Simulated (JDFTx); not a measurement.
An input for a modified build of JDFTx (Ta(110), linear PCM (GLSSA13), water, 0.5 M NaF; bohr, hartree) and the course of its log:

```
lattice \
  5.4167541250 -1.8055847083 0.0000000000 \
  0.0000000000 5.1069647640 0.0000000000 \
  0.0000000000 0.0000000000 43.4637008664
coords-type Lattice
ion Ta 0.5000000000 0.5000000000 -0.1499015164 0
ion Ta 0.0000000000 0.0000000000 -0.0508787920 0
ion Ta 0.5000000000 0.5000000000 0.0508787920 0
ion Ta 0.0000000000 0.0000000000 0.1499015164 0
ion-species pseudo/ta_pbe_v1.upf
elec-cutoff 20 100
elec-ex-corr gga-PBE
coulomb-interaction Slab 001
coulomb-truncation-embed 0 0 0
kpoint-folding 8 8 1
elec-smearing Fermi 0.01
elec-n-bands 37
target-mu -0.179704
electronic-scf nIterations 100 energyDiffThreshold 1e-07
fluid LinearPCM
pcm-variant GLSSA13
fluid-solvent H2O
fluid-cation Na+ 0.5
fluid-anion F- 0.5
fluid-minimize nIterations 400 knormThreshold 1e-12
wavefunction read f2.wfns
elec-initial-eigenvals f2.eigenvals
elec-initial-fillings read f2.fillings
fluid-initial-state f2.fluidState
dump-name f2_u1.$VAR
dump End State Ecomponents EigStats BandEigs Forces ElecDensity IonicPositions Fillings Kpoints Dtot FluidDebug BoundCharge FluidDensity
```

```
[one cycle in 5 is shown, and the last three; fluid-solver lines are left out]
	FillingsUpdate:  mu: -0.179704000  nElectrons: 48.642294
SCF: Cycle:  0   G: -220.162870777012785   dG: +5.187e+00   |Residual|: 1.610e-01   |deigs|: 5.853e-07
	FillingsUpdate:  mu: -0.179704000  nElectrons: 51.398136
SCF: Cycle:  5   G: -225.210516660964828   dG: +5.322e-02   |Residual|: 2.572e-02   |deigs|: 7.741e-04
	FillingsUpdate:  mu: -0.179704000  nElectrons: 51.234771
SCF: Cycle: 10   G: -225.104747796725718   dG: -8.089e-02   |Residual|: 3.344e-02   |deigs|: 7.656e-04
	FillingsUpdate:  mu: -0.179704000  nElectrons: 51.077569
SCF: Cycle: 15   G: -225.039496547789099   dG: +1.651e-01   |Residual|: 3.991e-02   |deigs|: 1.696e-03
	FillingsUpdate:  mu: -0.179704000  nElectrons: 50.507676
SCF: Cycle: 20   G: -224.698625452245665   dG: +1.415e-01   |Residual|: 6.084e-02   |deigs|: 8.817e-04
	FillingsUpdate:  mu: -0.179704000  nElectrons: 50.670383
SCF: Cycle: 25   G: -225.000565760669900   dG: -9.045e-01   |Residual|: 4.685e-02   |deigs|: 5.208e-03
	FillingsUpdate:  mu: -0.179704000  nElectrons: 50.772634
SCF: Cycle: 30   G: -225.064794540895434   dG: -1.315e-01   |Residual|: 4.444e-02   |deigs|: 1.101e-03
	FillingsUpdate:  mu: -0.179704000  nElectrons: 51.069419
SCF: Cycle: 35   G: -225.186176549547355   dG: -6.491e-01   |Residual|: 3.202e-02   |deigs|: 5.364e-03
	FillingsUpdate:  mu: -0.179704000  nElectrons: 49.984433
SCF: Cycle: 40   G: -224.243659313625585   dG: +7.882e-02   |Residual|: 8.233e-02   |deigs|: 3.894e-04
	FillingsUpdate:  mu: -0.179704000  nElectrons: 48.592339
SCF: Cycle: 45   G: -221.800851363426233   dG: +1.296e-01   |Residual|: 1.476e-01   |deigs|: 3.599e-04
	FillingsUpdate:  mu: -0.179704000  nElectrons: 50.013352
SCF: Cycle: 50   G: -224.592191856047634   dG: -4.683e-01   |Residual|: 7.188e-02   |deigs|: 2.413e-03
	FillingsUpdate:  mu: -0.179704000  nElectrons: 48.350791
SCF: Cycle: 55   G: -221.975192513063064   dG: +1.984e+00   |Residual|: 1.507e-01   |deigs|: 6.622e-03
	FillingsUpdate:  mu: -0.179704000  nElectrons: 51.699265
SCF: Cycle: 60   G: -225.308386665580997   dG: +9.613e-03   |Residual|: 1.659e-02   |deigs|: 5.788e-04
	FillingsUpdate:  mu: -0.179704000  nElectrons: 47.160161
SCF: Cycle: 65   G: -218.905884032154489   dG: -4.451e+00   |Residual|: 2.068e-01   |deigs|: 7.372e-03
	FillingsUpdate:  mu: -0.179704000  nElectrons: 51.087909
SCF: Cycle: 70   G: -225.356128234912546   dG: -1.590e+00   |Residual|: 1.409e-02   |deigs|: 1.258e-02
	FillingsUpdate:  mu: -0.179704000  nElectrons: 51.301375
SCF: Cycle: 75   G: -225.366277047837713   dG: -5.048e-02   |Residual|: 9.439e-03   |deigs|: 3.710e-03
	FillingsUpdate:  mu: -0.179704000  nElectrons: 48.285039
SCF: Cycle: 80   G: -221.537684107759475   dG: -6.668e+00   |Residual|: 1.613e-01   |deigs|: 1.279e-02
	FillingsUpdate:  mu: -0.179704000  nElectrons: 48.484066
SCF: Cycle: 85   G: -222.533500597730409   dG: -1.410e+00   |Residual|: 1.387e-01   |deigs|: 4.500e-03
	FillingsUpdate:  mu: -0.179704000  nElectrons: 49.514148
SCF: Cycle: 90   G: -224.496267444195922   dG: -1.002e+00   |Residual|: 7.626e-02   |deigs|: 4.585e-03
	FillingsUpdate:  mu: -0.179704000  nElectrons: 50.970613
SCF: Cycle: 95   G: -225.380542351698836   dG: -1.127e+00   |Residual|: 6.578e-03   |deigs|: 1.276e-02
	FillingsUpdate:  mu: -0.179704000  nElectrons: 50.741716
SCF: Cycle: 97   G: -225.368309657854525   dG: +4.763e-03   |Residual|: 1.141e-02   |deigs|: 2.497e-03
	FillingsUpdate:  mu: -0.179704000  nElectrons: 51.094350
SCF: Cycle: 98   G: -225.372980360182424   dG: -4.671e-03   |Residual|: 1.254e-02   |deigs|: 2.710e-03
	FillingsUpdate:  mu: -0.179704000  nElectrons: 51.412190
SCF: Cycle: 99   G: -225.308323098370465   dG: +6.466e-02   |Residual|: 2.292e-02   |deigs|: 2.311e-03
SCF: None of the convergence criteria satisfied after 100 iterations.
IonicMinimize: Iter:   0  G: -225.308323098370465  |grad|_K:  0.000e+00
IonicMinimize: Converged (|grad|_K<1.000000e-04).
```

This run gave no converged result. The electronic loop ended without meeting its threshold, so the last energy, electron count and forces aren't results.
